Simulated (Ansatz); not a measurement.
Suppose TiIn₅ takes space group I4/mmm (No. 139), with Ti on 2a; In on 8h and 2b.

Computed with DFT PBE, scalar-relativistic, plane waves, PAW (Ansatz). Cutoff 420 eV, Γ-centred mesh, Gaussian smearing, no spin polarisation.

The zero of energy is the elements' standard structures at the same level; no fitted shifts are applied.

Task: Give the relaxed lattice parameters and positions.

Result:

Space group I4/mmm (No. 139). a = 7.961 Å, b = 7.961 Å, c = 6.092 Å, α = 90.00°, β = 90.00°, γ = 90.00°
```csv
atom,site,symmetry,x,y,z
Ti,2a,4/mmm,0.0000,0.0000,0.0000
In,8h,m.2m,0.7553,0.7553,0.0000
In,2b,4/mmm,0.0000,0.0000,0.5000
```

Around Ti lie 4 In at 2.76 Å and 2 In at 3.05 Å; In on a site of symmetry m2m is surrounded by 1 Ti at 2.76 Å, 1 In at 2.87 Å and 2 In at 3.05 Å; In on a site of symmetry 4/mmm has 4 In at 2.87 Å and 2 Ti at 3.05 Å. Another local minimum with the same sites may exist.

Task: And its energy and gap?

Result: The energy over the elements is +0.34 eV/atom and the gap on the 8×8×8 mesh of the 6-atom cell is 0 eV (a metal). A positive value: parting into the elements would lower its energy.

The last run used Gaussian smearing of 0.10 eV. Symmetry constrained the relaxation, so the result can be a saddle point. Another cell of TiIn5 relaxed alike but with spin, in P-62m, lies 205 meV/atom lower, so this cell isn't the stable form at this level.
